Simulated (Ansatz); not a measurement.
Relaxed-ion elastic tensor of ScOF in space group P2_1/c (No. 14; Sc on 4e, O on 4e, F on 4e) in GPa (Voigt order), the program Ansatz at the LDA level (PAW); density 4.06 g/cm³, 10.91 Å³ per atom.

```
  253    115    104    0.0   34.6    0.0
  115    324    104    0.0   -7.5    0.0
  104    104    307    0.0  -14.8    0.0
  0.0    0.0    0.0   71.8    0.0   -7.4
 34.6   -7.5  -14.8    0.0   56.5    0.0
  0.0    0.0    0.0   -7.4    0.0   78.4
```

Task: Is the crystal mechanically stable?

Result: Yes: the smallest eigenvalue of C is 44.1 GPa.

Task: Work out the Voigt, Reuss and Hill averages.

Result: K_V = 170, K_R = 167, K_H = 168; G_V = 78.8, G_R = 69.2, G_H = 74.0 GPa.

Task: Give Young's modulus, Poisson's ratio, Pugh's ratio and the universal anisotropy index.

Result: E = 9KG/(3K + G) = 194 GPa; ν = 0.31; K/G = 2.28 (ductile by the Pugh limit of 1.75); A_U = 5G_V/G_R + K_V/K_R − 6 = 0.71.

Task: Estimate the sound speeds and the Debye temperature.

Result: v_l = √((K + 4G/3)/ρ) = 8110 m/s, v_t = √(G/ρ) = 4270 m/s, mean 4780 m/s; Θ = (h/k)(3n/4πV)^(1/3) v_m = 641 K.

Task: Solve the Christoffel equation for the three sound speeds along x, y, z.

Result: Eigenvalues of C_ijkl n_j n_l equal ρv². In km/s, slowest first: x 3.53, 4.40, 7.99; y 4.06, 4.53, 8.94; z 3.70, 4.21, 8.71.

Task: How much does each axis shrink under pressure?

Result: Linear compressibilities β_i = Σ_j S_ij (j = 1 to 3): x 2.6, y 1.6, z 1.8 per TPa.

The workflow started from a Materials Project entry (that database holds measured and hypothetical structures alike); the Crystallography Open Database copy checked does not list it. Its standing as an ambient phase is unchecked. The cell was relaxed with LDA under the symmetry of its start; of distortions, only those at the zone centre were tested. No spin polarisation was allowed.

Potentials: the later of the program's two PAW sets.
